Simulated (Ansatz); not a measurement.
The start is a relaxed Al2Cu cell with one Al and one Cu atom exchanged in a cell of 6 atoms. The structure is fully relaxed (lattice and positions, P = 0) with r2SCAN (plane waves to 500 eV, PAW, scalar-relativistic; Ansatz, an electronic-structure program). The first steps use a coarse 9×9×8 k-mesh.

Initial structure:
```yaml
crystal:
  lattice:
    - [-3.00332, 3.00332, 2.39527]
    - [3.00332, -3.00332, 2.39527]
    - [3.00332, 3.00332, -2.39527]
  atoms:
    - { symbol: Al, position: [0.65902, 0.15902, 0.81803] }
    - { symbol: Cu, position: [0.84098, 0.65902, 0.50000] }
    - { symbol: Al, position: [0.15902, 0.34098, 0.50000] }
    - { symbol: Al, position: [0.34098, 0.84098, 0.18197] }
    - { symbol: Al, position: [0.25000, 0.25000, 0.00000] }
    - { symbol: Cu, position: [0.75000, 0.75000, 0.00000] }
```

Q: How much energy is released per atom?

A: 0.04 eV/atom.

Q: How does the volume per atom move from start to end?

A: +3.8 %, from 14.40 to 14.95 Å³/atom.

Q: How do the shortest distances between atoms change?

A: The closest pairs of elements (up to four, under 3.6 Å), start → end: Al–Cu 2.40 → 2.36 Å; Al–Al 2.56 → 2.62 Å; Cu–Cu 2.56 → 2.76 Å.

Q: Write out the relaxed structure.

A: 
Space group C2 (No. 5); a = 4.7139 Å, b = 8.7169 Å, c = 4.7547 Å, α = γ = 90.00°, β = 113.33°

```
atom  site  symmetry       x       y       z
----  ----  --------  ------  ------  ------
Al      4c         1  0.1668  0.4966  0.7987
Cu      2b         2  0.5000  0.3551  0.5000
Al      2b         2  0.5000  0.6531  0.5000
Al      2a         2  0.0000  0.7481  0.0000
Cu      2a         2  0.0000  0.2504  0.0000
```
(The calculation used a cell of 6 atoms; values per cell refer to that cell.)

Final values are on a 12×12×11 k-mesh of the relaxed cell. No spin polarisation in the result.

The run could not lose the symmetry of its start, so the end can be a saddle point.

The relaxed structure here is a generated cell of Al2Cu: the first start was made by placing the elements on the sites of a structure type, and the end was not matched to a known phase here, so it may be hypothetical. Known forms of Al2Cu include space group No. 140.
